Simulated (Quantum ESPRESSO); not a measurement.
## Pd5Mo3 (one composition in several site orders)

A calculation, not a measurement. The program is pw.x of Quantum ESPRESSO 7.5 (plane-wave density functional theory). The cell is made up: eight metal atoms on a hexagonal close-packed lattice, with elements, volume, strain and displacements drawn at random and not relaxed, so it may be unstable or far from any real phase. PseudoDojo standard norm-conserving files set the functional (PBE unless stated); there is no spin polarisation or spin-orbit coupling, the Fermi-Dirac width of 0.25 eV means electrons at about 2900 K, and the masses in the input are unused placeholders. A spin test at this wide smearing found no moment, but such smearing suppresses magnetism that the real alloy may have.

The runs put one composition on the sites in different orders. Cell, positions, cutoff, mesh and smearing stay as in the input of run 1; sites are counted in its order. Stress in the tables is positive in tension.

Input of run 1:

```
&control calculation='scf', pseudo_dir='./dojo.nc.sr.pbe.v0_5.standard.upf', outdir='./o', disk_io='minimal', tprnfor=.true., tstress=.true. /
&system ibrav=0, nat=8, ntyp=2, nbnd=84, ecutwfc=82.02448710, nosym=.true., tot_charge=0,
 occupations='smearing', smearing='fd', degauss=0.0183746611
/
&electrons conv_thr=1.470e-08, electron_maxstep=70, mixing_beta=0.5 /
ATOMIC_SPECIES
Mo 1.0 Mo.upf
Pd 1.0 Pd.upf
CELL_PARAMETERS angstrom
-2.8616 -0.0103 -0.0121
-0.0023 4.8327 -4.7396
-0.0382 -4.8649 -4.7728
ATOMIC_POSITIONS angstrom
Pd 0.0367 -0.091 0.0819
Pd 0.0497 1.5958 -2.2644
Pd 0.0133 -0.2567 -4.8859
Pd -0.1756 1.603 -7.1161
Pd -1.4335 -0.8575 -2.3766
Mo -1.604 -2.6918 -4.7687
Mo -1.4943 -0.8389 -7.0934
Mo -1.4279 2.3448 -4.8273
K_POINTS automatic
8 4 4 1 1 1
```

```
run  elements on sites 1 to 8  free energy less that of run 1 (eV)  -TS (eV)  pressure (GPa)  stress xx (GPa)  stress yy (GPa)  stress zz (GPa)  stress yz (GPa)  stress xz (GPa)  stress xy (GPa)  iterations
  1   Pd Pd Pd Pd Pd Mo Mo Mo                                0.000    -1.724          -10.10            12.04             5.35            12.92            -0.85             0.42             0.33          22
  2   Pd Mo Mo Pd Mo Pd Pd Pd                                0.025    -1.720          -10.03            12.23             5.79            12.05            -0.64             0.28             0.18          22
  3   Pd Pd Pd Mo Pd Pd Mo Mo                               -0.237    -1.629           -9.63            10.74             5.99            12.18            -0.78            -0.12             0.58          23
  4   Pd Pd Pd Mo Mo Pd Mo Pd                                0.035    -1.751           -9.48             9.54             7.26            11.64            -0.76             0.78            -0.05          22
  5   Pd Pd Pd Mo Pd Mo Pd Mo                                0.025    -1.729           -9.25             9.86             4.91            12.97            -0.44            -0.54             0.50          21
```

Forces Fx Fy Fz (eV/Å):

| site | run 1 | run 2 | run 3 | run 4 | run 5 |
| --- | --- | --- | --- | --- | --- |
| 1 | -0.29 -0.61 0.26 | -0.37 -0.61 -0.99 | -0.41 -1.09 0.28 | -0.44 -0.64 0.04 | -0.32 -0.60 0.06 |
| 2 | -0.40 -0.01 -0.79 | -0.28 -0.51 -0.91 | -0.39 0.25 -1.38 | -0.36 -0.19 -0.98 | -0.36 -0.35 -0.75 |
| 3 | -0.35 0.78 0.53 | -0.36 1.11 1.40 | -0.38 1.10 0.42 | -0.36 0.94 0.66 | -0.34 0.79 0.86 |
| 4 | 0.50 -0.84 -0.03 | 0.58 0.00 0.17 | 0.09 -0.40 0.11 | 0.22 -0.26 -0.13 | 0.41 -0.60 0.25 |
| 5 | -0.18 -0.02 -0.05 | -0.32 0.51 -0.35 | -0.15 -0.12 0.12 | 0.14 -0.44 -0.03 | -0.19 -0.13 -0.19 |
| 6 | 0.75 1.61 -0.10 | 0.70 1.28 0.05 | 0.70 1.13 0.64 | 0.76 1.16 0.83 | 0.60 1.48 0.53 |
| 7 | 0.24 -0.83 -0.56 | 0.17 -0.77 -0.20 | 0.35 -0.48 -0.60 | 0.26 -0.24 -0.58 | 0.20 -0.15 -0.73 |
| 8 | -0.27 -0.09 0.73 | -0.13 -1.01 0.83 | 0.20 -0.38 0.42 | -0.21 -0.33 0.19 | 0.02 -0.44 -0.04 |

The sites are displaced and not relaxed, so the energy differences mix bonding between neighbours with strain and are not ordering energies. A rerun of one cell of this series at a higher cutoff and on a denser mesh moved values by no more than 0.011 eV in energy, 0.06 GPa in stress and 0.007 eV/Å in force, and a second program with other atomic files agreed on that cell to 2 % rms in force and 0.5 GPa in pressure.